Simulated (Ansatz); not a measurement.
**GaN (wurtzite): energy against volume**

GaN (wurtzite)

```
GaN
1.0
    3.21838     0.00000     0.00000
   -1.60919     2.78720     0.00000
    0.00000     0.00000     5.24320
Ga N
2 2
Cartesian
  1.60919   0.92907   0.00505
  0.00000   1.85813   2.62665
  1.60919   0.92907   3.27300
  0.00000   1.85813   0.65140
```

This relaxed cell (volume V₀) is scaled evenly in all directions, its shape held. The atoms relax within the cell's symmetry.

Calculation: PBE (plane waves to 420 eV, PAW, scalar-relativistic; Ansatz, a first-principles code). k mesh 12×12×6 (Γ-centred), Fermi-Dirac smearing 0.05 eV. The energy includes the smearing's −TS. Compression counts positive. With the shape held, the modulus is that of even scaling; a crystal free to change shape is softer. GaN was relaxed with its symmetry unable to fall. The zero of ΔE is the relaxed starting cell.

```json
[
 {"V/V₀": "0.940", "ΔE (meV/atom)": "25.5", "P (GPa)": "12.2"},
 {"V/V₀": "0.950", "ΔE (meV/atom)": "17.4", "P (GPa)": "9.9"},
 {"V/V₀": "0.960", "ΔE (meV/atom)": "10.9", "P (GPa)": "7.7"},
 {"V/V₀": "0.970", "ΔE (meV/atom)": "6.0", "P (GPa)": "5.6"},
 {"V/V₀": "0.980", "ΔE (meV/atom)": "2.6", "P (GPa)": "3.6"},
 {"V/V₀": "0.990", "ΔE (meV/atom)": "0.7", "P (GPa)": "1.8"},
 {"V/V₀": "1.000", "ΔE (meV/atom)": "0.0", "P (GPa)": "0.0"},
 {"V/V₀": "1.010", "ΔE (meV/atom)": "0.6", "P (GPa)": "-1.7"},
 {"V/V₀": "1.020", "ΔE (meV/atom)": "2.4", "P (GPa)": "-3.3"},
 {"V/V₀": "1.030", "ΔE (meV/atom)": "5.4", "P (GPa)": "-4.8"},
 {"V/V₀": "1.040", "ΔE (meV/atom)": "9.4", "P (GPa)": "-6.2"},
 {"V/V₀": "1.050", "ΔE (meV/atom)": "14.5", "P (GPa)": "-7.5"},
 {"V/V₀": "1.060", "ΔE (meV/atom)": "20.5", "P (GPa)": "-8.8"}
]
```

What the scan shows:

| Quantity | Value |
|---|---|
| Pressure at the smallest volume | 12.2 GPa |
| Energy cost of the largest compression | 25.5 meV/atom |
| Energy cost of the largest expansion | 20.5 meV/atom |
| Bulk modulus at fixed cell shape B₀ (third-order Birch-Murnaghan fit) | 172 GPa |
| Pressure derivative B₀′ (fit) | 4.4 |
| Equilibrium volume of the fit | 11.76 Å³/atom |
| Pressure for 5 % compression (fit) | 9.9 GPa |

(Under strain, the slope of the energy per volume gives the stress and its curvature an elastic modulus.)
